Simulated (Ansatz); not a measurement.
Input and command of a plane-wave DFT calculation in Ansatz:

```yaml
crystal:
  lattice:
    - [0.6973314237, 2.1916130458, 2.1916130458]
    - [2.1916130458, 0.6973314237, 2.1916130458]
    - [2.1916130458, 2.1916130458, 0.6973314237]
  atoms:
    - { symbol: C, position: [0.5, 0.5, 0.5] }
    - { symbol: C, position: [0.75, 0.75, 0.75] }
basis:
  ecutwfc: 420
kpoints:
  mp_grid: { grid: [12, 12, 12] }
hamiltonian:
  xc: lda
scf:
  occupations: { method: gaussian, width: 0.05 }
output:
  forces: true
  stress: true
  eigenvalues: true
```

```bash
ansatz run input.yaml --threads 1 --pin off --max-ram 2560MiB --backend cpu --events-out ev --progress --plain --runs-dir out
```

Processor: Intel(R) Xeon(R) Processor @ 2.70GHz, 1 thread, on a host shared with other jobs.

Q: How long does it run, and how much memory does it take?

A: About 1.2 s on 1 thread of Intel(R) Xeon(R) Processor @ 2.70GHz, on a shared host, peak memory 0.29 GiB. It solves 8 bands at 189 k points (the mesh reduced by the symmetry that the task leaves, which can be less than the crystal's) with about 231 plane waves, in 6 SCF iterations.
